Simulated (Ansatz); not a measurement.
## KLa: levels along high-symmetry lines

```
K La
1.0
     1.89357   -1.09325    7.42912
     0.00000    2.18650    7.42912
    -1.89357   -1.09325    7.42912
K La
1 1
Direct
  0.00000 0.00000 0.00000
  0.50000 0.50000 0.50000
```

Atom numbers follow the list: K1, La2.

The structure comes from a relaxation in the same program, started in the L11 type, and has space group R-3m. Whether it is a known phase or the ground state wasn't checked.

Spin–orbit coupling is left out, though it moves levels of the heavy atoms by tenths of an eV or more.

All numbers below come from Ansatz 0.2.0, DFT, PBE, all-electron LAPW, scalar-relativistic.

Sampling and basis: a Γ-centred 11×11×11 k mesh, Fermi–Dirac smearing of 0.05 eV, basis error target 0.25 meV/atom, no spin polarisation.

Points in fractions of the reciprocal vectors of this cell: Γ (0, 0, 0), T (0.5, 0.5, 0.5), H2 (0.819, 0.181, 0.5), H0 (0.5, -0.181, 0.181), L (0.5, 0, 0), S0 (0.341, -0.341, 0), S2 (0.659, 0, 0.341), F (0.5, 0, 0.5). The path joins them by straight lines in the order Γ–T–H2–H0–L–Γ–S0–S2–F; legs that retrace an earlier one aren't tabulated. Energies are in eV from the Fermi level.

Problem. List the levels at S2 between -5 and 0.5 eV.

Solution. 0.02, 0.25.

Problem. List the levels at F between -5 and 0.5 eV.

Solution. -1.19, -0.77.

Problem. List the levels at H2 between -5 and 0.5 eV.

Solution. -0.04, 0.30.

Problem. What is the band gap?

Solution. none: bands cross the Fermi level, a metal.
